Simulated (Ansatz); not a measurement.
CaSe:
Space group Fm-3m (No. 225); a = b = c = 5.9349 Å, α = β = γ = 90.00°

```csv
atom,site,symmetry,x,y,z
Ca,4a,m-3m,0.0000,0.0000,0.0000
Se,4b,m-3m,0.5000,0.5000,0.5000
```
(The calculation used a cell of 2 atoms; values per cell refer to that cell.)

Relaxed with r²SCAN. Independent-particle spectrum: no excitons, no local fields, no scissors shift; 0.1 eV broadening; ε₁ of the summed bands alone.

Problem. Tabulate the dielectric function from DFT-r²SCAN in the program Ansatz with PAW potentials.

Solution. 

| E (eV) | ε₁ xx | ε₂ xx |
|---|---|---|
| 0.0 | 5.27 | 0.00 |
| 0.5 | 5.30 | 0.00 |
| 1.0 | 5.40 | 0.00 |
| 1.5 | 5.58 | 0.00 |
| 2.0 | 5.87 | 0.00 |
| 2.5 | 6.33 | 0.00 |
| 3.0 | 7.17 | 0.00 |
| 3.5 | 9.74 | 1.03 |
| 4.0 | 9.33 | 4.00 |
| 4.5 | 7.34 | 6.11 |
| 5.0 | 6.27 | 6.80 |
| 5.5 | 4.87 | 7.17 |
| 6.0 | 3.92 | 7.64 |
| 6.5 | 2.05 | 6.89 |
| 7.0 | 0.79 | 7.15 |
| 7.5 | 0.16 | 7.07 |
| 8.0 | -2.48 | 5.72 |
| 8.5 | -2.14 | 3.14 |
| 9.0 | -1.82 | 3.26 |
| 9.5 | -1.71 | 1.74 |
| 10.0 | -0.27 | 1.53 |
| 10.5 | -0.04 | 1.68 |
| 11.0 | 0.09 | 2.05 |
| 11.5 | -0.12 | 1.96 |
| 12.0 | -0.36 | 2.52 |

Problem. From ε at 4.9 eV (xx: 6.59 + 6.56i), find n, k, the normal reflectivity and the absorption coefficient.

Solution. n = 2.82, k = 1.164, R = 29 %, α = 2kE/ħc = 580000 cm⁻¹.

With all bands, ε∞ without local fields is 5.31. DFPT, with local fields, gives 5.08.

The r²SCAN relaxation kept the symmetry of its start; phonons on a q-mesh show no instability. Spin–orbit coupling is left out wherever it is not named.

Potentials: the later of the program's two PAW sets.
